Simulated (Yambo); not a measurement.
Yambo run on Rb$_{2}$KRhF$_{6}$ (space group Fm-3m, No. 225). The wavefunctions come from this Quantum ESPRESSO step (PBEsol, PseudoDojo standard norm-conserving files, scalar-relativistic):

```
&CONTROL
  calculation = 'nscf'
  pseudo_dir = './pseudo'
  outdir = './out'
/
&SYSTEM
  ibrav = 0
  nat = 10
  ntyp = 4
  ecutwfc = 88.0
  ecutrho = 352.0
  occupations = 'fixed'
  force_symmorphic = .true.
  nbnd = 281
/
&ELECTRONS
  conv_thr = 1e-08
  diago_full_acc = .true.
  diago_thr_init = 1e-08
/
ATOMIC_SPECIES
F 18.9984 F.upf
K 39.0983 K.upf
Rb 85.4678 Rb.upf
Rh 102.9055 Rh.upf
CELL_PARAMETERS angstrom
  0.000000000000   4.542720000000   4.542720000000
  4.542720000000   0.000000000000   4.542720000000
  4.542720000000   4.542720000000   0.000000000000
ATOMIC_POSITIONS crystal
F   0.778180000000   0.221820000000   0.221820000000
F   0.221820000000   0.778180000000   0.778180000000
F   0.221820000000   0.778180000000   0.221820000000
F   0.778180000000   0.221820000000   0.778180000000
F   0.221820000000   0.221820000000   0.778180000000
F   0.778180000000   0.778180000000   0.221820000000
K   0.500000000000   0.500000000000   0.500000000000
Rb   0.750000000000   0.750000000000   0.750000000000
Rb   0.250000000000   0.250000000000   0.250000000000
Rh   0.000000000000   0.000000000000   0.000000000000
K_POINTS automatic
2 2 2 0 0 0
```

Yambo input:

```
rim_cut
gw0
dyson
el_el_corr
HF_and_locXC
ppa
em1d
RandQpts= 1000000
RandGvec= 1 Ry
EXXRLvcs= 88 Ry
VXCRLvcs= 352 Ry
Chimod= "HARTREE"
% BndsRnXp
 5 | 278 |
%
NGsBlkXp= 7 Ry
% LongDrXp
 1.0 | 1.0 | 1.0 |
%
PPAPntXp= 27.2114 eV
% GbndRnge
 1 | 278 |
%
GTermKind= "BG"
DysSolver= "n"
ExtendOut
% QPkrange
 1 | 1 | 43 | 44 |
 2 | 2 | 43 | 44 |
 3 | 3 | 43 | 44 |
%
```

k points by index: 1 = Γ, 2 = L, 3 = X.

Resulting energies as the program prints them:

```
#    K-point    Band    Eo [eV]    E [eV]    E-Eo [eV]    Vxc [eV]    Vnlxc [eV]    Sc|Eo [eV]    Sc|E [eV]    dSc/dw|Eo [eV]    Re(Z)    Im(Z)
#
    1    43    -0.112529    -1.659425    -1.546896    -22.61187    -28.96407    4.433954    4.805306    -6.531761    0.806425    -0.001345
    1    44    2.031965    4.341685    2.309721    -23.42310    -17.44566    -3.137552    -3.667717    -6.245734    0.813320    -0.001150
    2    43    -0.047298    -1.590609    -1.543312    -22.87981    -29.27669    4.481741    4.853571    -6.555373    0.805861    -0.001329
    2    44    2.147318    4.450320    2.303002    -23.75590    -17.81770    -3.097606    -3.635206    -6.351763    0.810750    -0.001308
    3    43    0.000000    -1.539780    -1.539780    -23.08067    -29.50562    4.513121    4.885173    -6.574344    0.805408    -0.001324
    3    44    1.892394    4.131101    2.238707    -22.68533    -16.74737    -3.197732    -3.699254    -6.095710    0.816983    -0.001147
```
(The two width columns are left out.) Convergence of these settings isn't established.

Spin-orbit coupling is not included.

Geometry of the Materials Project entry, not relaxed at this level.
